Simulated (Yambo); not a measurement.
Material: BP (wurtzite, space group P6_3mc, No. 186) under biaxial strain of +1 % along x and y, z relaxed; a = 3.2117 Å, b = 3.2117 Å, c = 5.2685 Å, α = 90.00°, β = 90.00°, γ = 120.00° (4 atoms in the cell). The PBEsol cell relaxed from Materials Project entry mp-1008559 was given a biaxial strain of +1 % along x and y, z relaxed, and the atoms were relaxed again.

With PBEsol (Quantum ESPRESSO, PseudoDojo norm-conserving, 76 Ry, scalar-relativistic), the gap between the mesh's edge points (Γ → K) is 0.968 eV.

Q: Estimate the G0W0 gap between the same points from Yambo (6×6×4 Γ-centred k mesh, 84 bands and a 8 Ry block in the screening, 84 bands in G with the Bruneval-Gonze terminator, plasmon pole fitted at 27.2 eV).

A: The correction is 0.804 eV, giving 1.772 eV, 1.8 times the PBEsol value.  Convergence of the G0W0 settings was not tested. 

This is not the ordinary phase of the substance; no match was found in the copy of COD used, and its stability was not checked.
